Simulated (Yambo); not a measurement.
A G0W0@LDA run in Yambo for LiBH4 (space group P6_3mc, No. 186) (3×3×2 Γ-centred k mesh, bands 3 to 199 and a 8 Ry block in the screening, 199 bands in G with the Bruneval-Gonze terminator, plasmon pole fitted at 27.2 eV) gives these matrix elements, in eV, at the band edges (Γ → Γ):

```json
[
 {"state": "valence edge", "E0": "0.000", "<Vxc>": "-12.538", "<Σx>": "-16.659", "<Σc(E0)>": "1.691", "Z": "0.812"},
 {"state": "conduction edge", "E0": "6.536", "<Vxc>": "-8.338", "<Σx>": "-3.812", "<Σc(E0)>": "-3.060", "Z": "0.848"}
]
```

Question: Solve the linearised quasiparticle equation for both states, give the gap, and say how exchange and correlation each act on it.

Answer: E = E0 + Z(Σx + Σc − Vxc). Valence: 0.000 + 0.812 × (-16.659 + (1.691) − (-12.538)) = -1.97 eV. Conduction: 6.536 + 0.848 × (-3.812 + (-3.060) − (-8.338)) = 7.78 eV. The gap is 9.75 eV, against 6.54 eV in LDA. Replacing Vxc by bare exchange alone would open it by 8.65 eV; correlation takes back 4.75 eV of that, and Z scales what is left. Nearest settings tried, and what they do to the gap: 123 bands in G: +0 meV; 123 bands in W, 123 bands in G: -23 meV; 7 Ry block (247 vectors against 313): -41 meV; 3×3×1 mesh: -29 meV. So the settings aren't converged at that level. The mesh misses a band edge: along a dense path the LDA gap is 6.36 eV against 6.54 eV on the mesh. 

Geometry of the Materials Project entry, not relaxed at this level; primitive cell a = b = 4.203 Å, c = 7.420 Å, α = β = 90.00°, γ = 120.00°.

The structure is a Materials Project entry; no match was found in the copy of COD used, and its stability was not checked.
